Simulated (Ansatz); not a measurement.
Consider the following.

ScNiN$_{2}$:
```xyz
4
Lattice="1.6465 0.9506 5.6341 -1.6465 0.9506 5.6341 0.0000 -1.9012 5.6341" Properties=species:S:1:pos:R:3 pbc="T T T"
Sc     0.0000     0.0000     8.4511
Ni     0.0000     0.0000     0.0000
N      0.0000     0.0000    15.1784
N      0.0000     0.0000     1.7238
```
The run is spin-polarised; directions of the spins, atom by atom: 0 ↑ ↑ ↑.

This is the r²SCAN-relaxed structure.

Q: All from r²SCAN (plane waves, PAW; program Ansatz), unless another level is named. Predict the electronic character.

A: metallic (no gap).

Q: Give the formation energy from the elements (no fitted shifts).

A: -0.39 eV/atom.

Q: And the density of states at the Fermi level?

A: 0.30 states/eV per atom (mean over ±0.08 eV).

Space group R-3m. The start of the workflow was typed in or built on a structure type; neither database checked (COD, Materials Project) lists it. Whether it is the stable phase at ambient conditions was not checked. The cell was relaxed with r²SCAN under the symmetry of its start; its stability against distortions is not shown here. Magnetic state: ferromagnetic, chosen from 2 collinear starts compared on coarse meshes (ties went to the first, and starts can fall back to one state), not a proven ground state. Other orbital occupations within this spin state were not tried. No Hubbard U is applied. The references are the lowest solids computed at this level, not always the standard phases (solids in place of the gases).

Potentials: the later of the program's two PAW sets.
